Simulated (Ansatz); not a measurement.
Here is the system:

SiB12C2:
Space group R-3m, hexagonal axes (No. 166); a = b = 5.641 Å, c = 12.619 Å, α = β = 90.00°, γ = 120.00°

```csv
atom,site,symmetry,x,y,z
B,18h,.m,0.1689,0.3378,0.0217
B,18h,.m,0.2139,0.1070,0.1133
C,6c,3m,0.0000,0.0000,0.3652
Si,3b,-3m,0.0000,0.0000,0.5000
```
(The calculation used a cell of 15 atoms; values per cell refer to that cell.)

This is the r²SCAN-relaxed structure.

Q: All from plane-wave PAW r²SCAN (Ansatz code), unless another level is named. Predict the smallest direct gap on the standard path.

A: 2.10 eV.

Q: Predict the formation energy from the elements (no fitted shifts).

A: -0.019 eV/atom.

Q: And the valence-band maximum?

A: at F.

The start of the workflow was typed in or built on a structure type; neither database checked (COD, Materials Project) lists it. Its standing as an ambient phase is unchecked. Symmetry was held in the r²SCAN relaxation; its stability against distortions is not shown here. The references are the lowest solids computed at this level, not always the standard phases.

Potentials: the earlier of the program's two PAW sets.
